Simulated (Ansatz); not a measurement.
**Question.** Each is relaxed and computed with PBEsol in the plane-wave PAW code Ansatz. Which is the only metal?
A) B6As, R-3m (B on 18h, B on 18h, As on 6c)
B) B2O3, Cmc2_1 (B on 8b, O on 4a, O on 8b)
C) ScB12, Fm-3m (Sc on 4a, B on 48i)
D) BiB, zinc blende

**Answer.** C, ScB12, Fm-3m (Sc on 4a, B on 48i). ScB12: metal; BiB: gap 0.45 eV (direct); B6As: gap 2.62 eV (indirect); B2O3: gap 8.41 eV (indirect). Constructed cells (a structure type filled with these elements, in neither database checked): BiB, zinc blende. Standing as an ambient phase not checked: ScB12, Fm-3m (Sc on 4a, B on 48i); B6As, R-3m (B on 18h, B on 18h, As on 6c); B2O3, Cmc2_1 (B on 8b, O on 4a, O on 8b). Unstable at this level: ScB12, Fm-3m (Sc on 4a, B on 48i). All cells were relaxed under the symmetry of their starts (and spin orders); stability against distortions was not tested throughout. Rows with no word on spin ran without spin polarisation. Scalar-relativistic: spin–orbit coupling is off unless named, which matters more the heavier the elements.

Potentials: the later of the program's two PAW sets.
